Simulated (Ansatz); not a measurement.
Trial structure of NbPdSe3, not yet relaxed:

```yaml
crystal:
  lattice:
    - [5.02666, 0.00000, 0.00000]
    - [-2.51333, 4.35322, 0.00000]
    - [0.00000, 0.00000, 6.52332]
  atoms:
    - { symbol: Nb, position: [0.00000, 0.00000, 0.50000] }
    - { symbol: Pd, position: [0.00000, 0.00000, 0.00000] }
    - { symbol: Se, position: [0.50000, 0.00000, 0.50000] }
    - { symbol: Se, position: [0.00000, 0.50000, 0.50000] }
    - { symbol: Se, position: [0.50000, 0.50000, 0.50000] }
```

The calculation used Ansatz, DFT PBE, scalar-relativistic, plane waves, PAW. Settings: cutoff 420 eV, Γ-centred mesh 6×6×4 on the computed 5-atom cell, Gaussian smearing of 0.10 eV; no spin polarisation.

Formation energies are uncorrected and refer to the elements' standard structures at the same level.

Question: Estimate its pressure, forces and energy as it stands.

Answer: The pressure is 12.5 GPa (the mean over three directions, positive in compression), the largest force is 0.00 eV/Å (symmetry fixes the atoms), and the energy is +1.06 eV/atom against the elements. The shortest distance is 2.51 Å.

Question: How much does it gain on relaxing, and where does it end?

Answer: Relaxing gains about 0.64 eV/atom (the start's value is from the coarse mesh, so the gain is rough) in 12 ionic steps and ends at +0.42 eV/atom on the finer mesh. The symmetry stays P6/mmm (No. 191). The volume per atom shrinks by 6.4 %, from 28.5 to 26.7 Å³. The shortest distance goes from 2.51 Å (Nb–Se and Se–Se) to 2.54 Å (Nb–Pd). The ratio c/a of the conventional cell changes by a factor of 0.71. Conventional cell: a = 5.512 Å, c = 5.075 Å. Nb has 2 Pd at 2.54 Å and 6 Se at 2.76 Å; around Pd lie 2 Nb at 2.54 Å; Se is surrounded by 2 Nb at 2.76 Å and 4 Se at 2.76 Å.

The last run used a 12×12×8 mesh (in the run's order of axes) for its 5-atom cell and Gaussian smearing of 0.10 eV. An odd number of electrons in the primitive cell allows no gap without spin; a larger cell or a magnetic state could open one. The reference form of Se is held partly by dispersion forces, which this level lacks. The relaxation can't lower the symmetry of the start. A structure relaxed within its symmetry needn't be a true minimum. Another cell of NbPdSe3 relaxed alike, in P4mm, lies 0.81 eV/atom lower, so this cell isn't the stable form at this level.
